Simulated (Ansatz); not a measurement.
With plane-wave PAW PBEsol (Ansatz code), AlV2C in the hexagonal phase (P6_3/mmc; Al on 2c, V on 4f, C on 2a) relaxes to a = 2.879 Å, c = 13.022 Å. Al has 12 nearest neighbours from 2.72 Å (anticuboctahedral); C has 6 nearest neighbours from 2.00 Å (octahedral). Its formation energy from the elements is -572 meV/atom, with no fitted shifts.

Electronic character: metallic (no gap).

An equation-of-state fit gives a bulk modulus of 185 GPa. The relaxed-ion elastic constants in GPa are C11 = 356, C12 = 82.9, C13 = 109, C33 = 340, C44 = 159. The elastic constants imply a Debye temperature near 766 K. The highest mode at Γ lies at 723 cm⁻¹.

The PBEsol relaxation kept the symmetry of its start. No spin polarisation was allowed. As this level gives no gap, shear constants depend on the k-mesh and smearing (Fermi–Dirac, 0.1 eV here). As this level gives no gap, phonon frequencies hold no LO–TO term and depend on the k-mesh and smearing (Fermi–Dirac, 0.1 eV here). The references are the lowest solids computed at this level, not always the standard phases.

Potentials: the earlier of the program's two PAW sets. The files were generated under PBE; for other functionals the program regenerates the frozen cores, and for LDA and PBEsol the local potential too.
